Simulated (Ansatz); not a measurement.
Ta$_{2}$SiN:
```xyz
8
Lattice="3.1923 0.0000 0.0000 -1.5962 2.7646 0.0000 0.0000 0.0000 12.0783" Properties=species:S:1:pos:R:3 pbc="T T T"
Si     0.0000     1.8431     9.0587
Si     1.5962     0.9215     3.0196
Ta     0.0000     1.8431     1.1464
Ta     1.5962     0.9215     7.1856
Ta     1.5962     0.9215    10.9319
Ta     0.0000     1.8431     4.8927
N      0.0000     0.0000     0.0000
N      0.0000     0.0000     6.0392
```

Relaxed with PBEsol. Special points in fractions of this cell's reciprocal vectors: Γ (0.000, 0.000, 0.000); M (0.500, 0.000, 0.000); K (0.333, 0.333, 0.000); A (0.000, 0.000, 0.500); L (0.500, 0.000, 0.500); H (0.333, 0.333, 0.500).

**Question.** List the band energies nearest the Fermi level at these points for DFT-PBEsol with spin–orbit coupling in the program Ansatz with PAW potentials.

**Answer.** In eV from the Fermi level; about four levels below and three above (degenerate sets whole), none deeper than 8.9 eV; points with the same levels are listed once.

| k | below | above |
|---|---|---|
| Γ | -0.19 -0.19 -0.08 -0.08 | 0.37 0.37 0.50 0.50 |
| M | -0.69 -0.69 -0.11 -0.11 | 0.24 0.24 0.63 0.63 |
| K | -0.51 -0.51 -0.47 -0.47 | 0.28 0.28 0.31 0.31 |
| A | -0.85 -0.85 -0.85 -0.85 | 0.03 0.03 0.03 0.03 |
| L | -0.43 -0.43 -0.43 -0.43 | 0.43 0.43 0.43 0.43 |
| H | -0.82 -0.82 -0.64 -0.64 | 0.44 0.44 0.47 0.47 |

Space group P6_3/mmc. The start of the workflow was typed in or built on a structure type; neither database checked (COD, Materials Project) lists it. Its standing as an ambient phase is unchecked. Symmetry was held in the PBEsol relaxation; its stability against distortions is not shown here. The run is not spin-polarised.

Potentials: the later of the program's two PAW sets.
